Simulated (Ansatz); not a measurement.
## Calculated quadrupolar parameters for MgV2PbO2F8

The cell is a computed structure from the Materials Project (it need not be an observed phase) whose atoms were relaxed with PBE, the cell held.

```
CELL_PARAMETERS angstrom
5.47101 0.00000 0.00000
-2.67485 6.07410 0.00000
-0.75668 -2.51205 7.30068
ATOMIC_POSITIONS crystal
Mg 0.00000 0.00000 0.50000
V 0.38834 0.70934 0.28482
V 0.61166 0.29066 0.71518
Pb 0.00000 0.00000 0.00000
O 0.28577 0.43607 0.18186
O 0.71423 0.56393 0.81814
F 0.27717 0.83369 0.11616
F 0.72283 0.16631 0.88384
F 0.76024 0.89432 0.24775
F 0.23976 0.10568 0.75225
F 0.62256 0.79408 0.51936
F 0.37744 0.20592 0.48064
F 0.11827 0.74476 0.41014
F 0.88173 0.25524 0.58986
```

Atoms are numbered from 1 in the order listed; like atoms form one site, named after its first atom.

Level of theory: DFT, PBE, plane waves and PAW, scalar-relativistic, collinear spin, 420 eV cutoff, Γ-centred 4×4×3 k-points, Fermi–Dirac smearing 0.02 eV (Ansatz 0.2.0). Start moments as typed (μB): 0 1 -1 0 0 0 0 0 0 0 0 0 0 0 by atom.

C_Q = eQV_zz/h, which is 24.18 MHz for Q = 1 b and V_zz = 10²¹ V/m²; η = (V_xx − V_yy)/V_zz.

²⁵Mg: I = 5/2, Q = 199.4 mb; ⁵¹V: I = 7/2, Q = -52.00 mb; 17O: I = 5/2, Q = -25.58 mb. Q values from Pyykkö, Mol. Phys. 116, 1328 (2018).

Task: Give the quadrupolar parameters of the distinct sites.

Result: 

| site | atoms (order as listed) | first shell | V_zz (10²¹ V/m²) | η | C_Q (MHz) |
| --- | --- | --- | --- | --- | --- |
| Mg | 1 | 6 F at 2.01–2.03 Å | 1.33 | 0.99 | 6.40 |
| V | 2, 3 | 1 O at 1.61 Å, 4 F at 1.89–2.00 Å | 6.28 | 0.59 | -7.90 |
| Pb | 4 | 4 F at 2.43–2.52 Å, 2 O at 2.58 Å | -15.19 | 0.37 | – |
| O | 5, 6 | 1 V at 1.61 Å; also 1 Pb at 2.58 Å | -1.05 | 0.88 | 0.649 |
| F7 | 7, 8 | 1 V at 1.89 Å, 1 Pb at 2.43 Å, angle 153° | 9.94 | 0.22 | – |
| F9 | 9, 10 | 1 V at 2.00 Å, 1 Mg at 2.02 Å, angle 102°; also 1 Pb at 2.52 Å | 7.40 | 0.68 | – |
| F11 | 11, 12 | 1 V at 1.93 Å, 1 Mg at 2.01 Å, angle 105° | 7.63 | 0.21 | – |
| F13 | 13, 14 | 1 V at 1.90 Å, 1 Mg at 2.03 Å, angle 136° | 9.77 | 0.41 | – |

At V V_zz points along its shortest bond, to O (within 8°). At F7 V_zz points along the shorter of its two bonds, to V (within 7°). At F13 V_zz runs parallel to the line that joins its two neighbours (within 11°).

Pb, F have no stable isotope with a ground-state quadrupole moment in the table, so no C_Q is given.

Spin–orbit coupling is left out, which shifts gradients on Pb by a few per cent, and by more where contributions nearly cancel. The magnetic order is the one that the run reached from its start moments, not necessarily the measured one. Where η is near 1 the sign of V_zz means little.

The run took 3.3 min of wall time (3.3 min of CPU time) and 1 GiB at its peak, on 1 thread of Arm Neoverse V2 (aarch64; 8 cores open to the job, memory cap 3.0 GiB, no GPU), a shared host with a load of 0.3 a core.
